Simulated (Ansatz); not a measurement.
Y₂C:
```cif
data_CY2
_chemical_formula_sum 'C1 Y2'
_space_group_name_H-M_alt 'P-3m1'
_space_group_IT_number 164
_space_group_name_Hall '-P 3 2"'
_cell_length_a 3.54337
_cell_length_b 3.54337
_cell_length_c 6.19418
_cell_angle_alpha 90.000
_cell_angle_beta 90.000
_cell_angle_gamma 120.000
loop_
_atom_site_label
_atom_site_type_symbol
_atom_site_symmetry_multiplicity
_atom_site_Wyckoff_symbol
_atom_site_fract_x
_atom_site_fract_y
_atom_site_fract_z
_atom_site_occupancy
C1 C 1 a 0.00000 0.00000 0.00000 1
Y1 Y 2 d 0.33333 0.66667 0.21642 1
```

Relaxed with PBEsol.

Q: Decompose the optical modes at the zone centre into irreducible representations, and say which are infrared and Raman allowed.

A: Point group -3m: Γ_opt = A1g + A2u + Eg + Eu. Infrared: A2u, Eu. Raman: A1g, Eg.

Q: Assign frequencies (DFPT, plane-wave PAW PBEsol (Ansatz code)).

A: Eg 135, A1g 223, Eu 362, A2u 402 cm⁻¹.

A made-up cell: these elements were put on the sites of a structure type; neither database checked (COD, Materials Project) lists it. COD files the formula under space group No. 166. Whether it is the stable phase at ambient conditions was not checked. The PBEsol relaxation kept the symmetry of its start; its stability against distortions is not shown here. No spin polarisation was allowed. As this level gives no gap, phonon frequencies hold no LO–TO term and depend on the k-mesh and smearing (Fermi–Dirac, 0.1 eV here).

Potentials: the earlier of the program's two PAW sets. The files were generated under PBE; for other functionals the program regenerates the frozen cores, and for LDA and PBEsol the local potential too.
